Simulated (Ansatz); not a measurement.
Given:

WP (space group Pnma)

```
WP
1.0
    5.66242     0.00000     0.00000
    0.00000     3.21033     0.00000
    0.00000     0.00000     6.18990
P W
4 4
Direct
  0.31764   0.75000   0.56512
  0.68236   0.25000   0.43488
  0.18236   0.25000   0.06512
  0.81764   0.75000   0.93488
  0.98679   0.75000   0.31172
  0.01321   0.25000   0.68828
  0.51321   0.25000   0.81172
  0.48679   0.75000   0.18828
```

The atoms are displaced by Q × the pattern below (from a DFPT mode at Γ, largest move 1; Q in Å), at fixed cell.

```csv
atom,x,y,z
P1,-0.494,0.000,-0.870
P2,0.494,0.000,0.870
P3,0.494,0.000,-0.870
P4,-0.494,0.000,0.870
W5,0.019,0.000,0.071
W6,-0.019,0.000,-0.071
W7,-0.019,0.000,0.071
W8,0.019,0.000,-0.071
```

Level of theory: LDA (plane waves to 420 eV, PAW, scalar-relativistic; Ansatz, a program for electronic structure). k mesh 8×14×8 (Γ-centred), Fermi-Dirac smearing 0.05 eV. The energy includes the smearing's −TS. With partly filled bands, energies and forces of such displacements shift with the k mesh and the smearing. Spin-orbit coupling is left out, though W is heavy. WP is run without spin polarisation. WP was relaxed with its symmetry unable to fall. The zero of ΔE is the undisplaced structure.

The scan covers Q from -0.280 to 0.280 Å in 13 points.

**Question.** Is the energy the same for displacements of ±0.280 Å, and if not, which side lies higher?

**Answer.** Not even: the positive side lies higher at ±0.280 Å.

**Question.** Is this a single well or a double well?

**Answer.** A single well with its minimum at or next to zero displacement.

**Question.** What is the energy change at Q = 0.280 Å?

**Answer.** 3031 meV/cell.

**Question.** What harmonic wavenumber does the curvature at Q = 0 give?

**Answer.** 384 cm⁻¹.

(For displaced atoms, the force is minus the slope of the energy, and its curvature is a force constant, which sets phonon frequencies.)
